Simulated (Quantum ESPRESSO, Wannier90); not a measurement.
# Tight-binding from DFT: CaSe (rock salt)

```
begin unit_cell_cart
ang
    0.0000000000    2.9702400000    2.9702400000
    2.9702400000    0.0000000000    2.9702400000
    2.9702400000    2.9702400000    0.0000000000
end unit_cell_cart
begin atoms_frac
Ca   0.0000000000  0.0000000000  0.0000000000
Se   0.5000000000  0.5000000000  0.5000000000
end atoms_frac
```

Cell from Materials Project (mp-1415), symmetrised, no further relaxation. COD (Crystallography Open Database) has an entry of this formula and space group (matched by these alone). Level: PBEsol, no spin polarisation, no spin-orbit coupling; pw.x of Quantum ESPRESSO at 69 Ry with PseudoDojo potentials, 10×10×10 k-points, Wannier90. Density: 10×10×10 mesh, cold smearing 0.01 Ry. Spin-orbit coupling, left out, would split the p-like bands by a few tenths of an eV.

A tight-binding model is made by disentanglement and projection with no localisation steps (num_iter = 0), so the 10 orbitals stay atom-like: hydrogen-like Ca: s;d; Se: s;p, axes along x, y, z; frozen window up to 3.47 eV relative to the valence-band maximum. It follows pw.x to 2.6 meV rms for states up to 3.0 eV relative to the valence-band maximum. Matrix elements depend on this choice of orbitals and windows.

What are the on-site energies relative to the valence-band maximum, and how fast do the hoppings decay?


| atom | orbitals | energy (eV) |
|---|---|---|
| Ca1 | s | 5.56 |
| Ca1 | dz2 dx2-y2 | 5.47 |
| Ca1 | dxz dyz dxy | 4.66 |
| Se2 | s | -10.66 |
| Se2 | pz px py | -0.27 |

```
distance of the centres (Å)  largest modulus (eV)
---------------------------  --------------------
2–3                                           1.5
4–5                                          0.42
5–6                                          0.36
6–7                                         0.038
7–8                                         0.011
8–9                                         0.099
9–10                                        0.014
10–11                                      0.0063
11–12                                       0.024
12–13                                      0.0043
```
